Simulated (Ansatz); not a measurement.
Starting cell, GaN (zinc blende):

```xyz
4
Lattice="0.0000 4.5485 4.5485 2.2743 2.2743 4.5485 2.2743 2.2743 0.0000" Properties=species:S:1:pos:R:3 pbc="T T T"
N      3.4114     3.4114     3.4114
N      3.4114     5.6856     5.6856
Ga     0.0000     0.0000     0.0000
Ga     2.2743     4.5485     2.2743
```

The atoms are displaced by Q × the pattern below (from a DFPT mode at X = (0.5, 0.5, 0.0), largest move 1; Q in Å), at fixed cell. (q is in reciprocal vectors of the primitive cell; the cell shown is doubled to hold the pattern.)

```json
[
 {"atom": "N1", "x": "0.000", "y": "0.000", "z": "-1.000"},
 {"atom": "N2", "x": "0.000", "y": "0.000", "z": "1.000"}
]
```

Atoms not listed stay in place.

Method: PBE (plane waves to 420 eV, PAW, scalar-relativistic; Ansatz, a first-principles code). k mesh 12×12×12 (Γ-centred), Fermi-Dirac smearing 0.05 eV. GaN was relaxed with its symmetry unable to fall.

At one point of the scan the forces (eV/Å) are:

```json
[
 {"atom": "N1", "Fx": "0.000", "Fy": "0.000", "Fz": "-1.295"},
 {"atom": "N2", "Fx": "0.000", "Fy": "0.000", "Fz": "1.295"},
 {"atom": "Ga3", "Fx": "0.000", "Fy": "0.000", "Fz": "0.000"},
 {"atom": "Ga4", "Fx": "0.000", "Fy": "0.000", "Fz": "0.000"}
]
```

Task: Which point is it?
A) Q = -0.030 Å
B) Q = -0.150 Å
C) Q = -0.090 Å
D) Q = -0.060 Å

Result: D, Q = -0.060 Å

(A displaced cell: forces are minus the slopes of the energy, force constants its curvatures, and phonons follow from these.)
